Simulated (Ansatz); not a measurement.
Fields on a plane of ZnSe (zinc blende)

```yaml
crystal:
  lattice:
    - [0.00000, 2.83304, 2.83304]
    - [2.83304, 0.00000, 2.83304]
    - [2.83304, 2.83304, 0.00000]
  atoms:
    - { symbol: Se, position: [0.75000, 0.75000, 0.75000] }
    - { symbol: Zn, position: [0.00000, 0.00000, 0.00000] }
```

The slice is a {100} plane (indices of the conventional cell) through the point (0.000, 0.000, 0.000) (fractional), spanned by u = [100] and v = [0 1 -1] in vectors of this cell: u (4.01 Å) and v (4.01 Å, at 90° to u). It covers one period; positions are fractions (u, v).

Atoms on it: Zn at (0.00, 0.00).

Level of theory: r2SCAN (plane waves to 500 eV, PAW, scalar-relativistic; Ansatz, a first-principles code). k mesh 10×10×10. Inside the PAW spheres the values are not all-electron values, and peaks at nuclei hang on which shells count as valence. The PAW data are Ansatz's earlier set. ZnSe was relaxed with its symmetry unable to fall.

```
|xxxxx04677777640xxxx|
|xxxxx25677777652xxxx|
|xxxx0467888887640xxx|
|xxx045788888887540xx|
|00245788999998875420|
|44567889999999887654|
|66678899999999988766|
|77788999999999998877|
|77788999999999998877|
|77788999999999998877|
|77788999999999998877|
|77788999999999998877|
|66678899999999988766|
|44567889999999887654|
|00245788999998875420|
|xxx045788888887540xx|
|xxxx0467888887640xxx|
|xxxxx25677777652xxxx|
|xxxxx04677777640xxxx|
|xxxxx04677777640xxxx|
```
Scale: ten equal steps from -2.00 (start of '0') to 6.88 (end of '9'), in the order '0123456789'. Values: electrostatic potential energy of an electron, from the cell's mean, in eV. The map has 20 points along u (one character each, u = 0 at the left) and 20 along v (v = 0 in the bottom row). Points within 1 Å of a nucleus are blanked (x), as the pseudised field means little there. Values under -2 eV are set to -2. The zero, the cell's mean, hangs on the PAW cores.

| v \ u | 0.00 | 0.10 | 0.20 | 0.30 | 0.40 | 0.50 | 0.60 | 0.70 | 0.80 | 0.90 |
|---|---|---|---|---|---|---|---|---|---|---|
| 0.90 | 0.005 | 0.002 | 0.019 | 0.029 | 0.034 | 0.036 | 0.034 | 0.029 | 0.019 | 0.002 |
| 0.80 | 0.018 | 0.019 | 0.019 | 0.018 | 0.019 | 0.020 | 0.019 | 0.018 | 0.019 | 0.019 |
| 0.70 | 0.034 | 0.029 | 0.018 | 0.011 | 0.008 | 0.008 | 0.008 | 0.011 | 0.018 | 0.029 |
| 0.60 | 0.042 | 0.034 | 0.019 | 0.008 | 0.004 | 0.002 | 0.004 | 0.008 | 0.019 | 0.034 |
| 0.50 | 0.045 | 0.036 | 0.020 | 0.008 | 0.002 | 0.001 | 0.002 | 0.008 | 0.020 | 0.036 |
| 0.40 | 0.042 | 0.034 | 0.019 | 0.008 | 0.004 | 0.002 | 0.004 | 0.008 | 0.019 | 0.034 |
| 0.30 | 0.034 | 0.029 | 0.018 | 0.011 | 0.008 | 0.008 | 0.008 | 0.011 | 0.018 | 0.029 |
| 0.20 | 0.018 | 0.019 | 0.019 | 0.018 | 0.019 | 0.020 | 0.019 | 0.018 | 0.019 | 0.019 |
| 0.10 | 0.005 | 0.002 | 0.019 | 0.029 | 0.034 | 0.036 | 0.034 | 0.029 | 0.019 | 0.002 |
| 0.00 | 0.001 | 0.005 | 0.018 | 0.034 | 0.042 | 0.045 | 0.042 | 0.034 | 0.018 | 0.005 |

Values: density of the highest valence band (whole band, smooth part) in e/Å³.
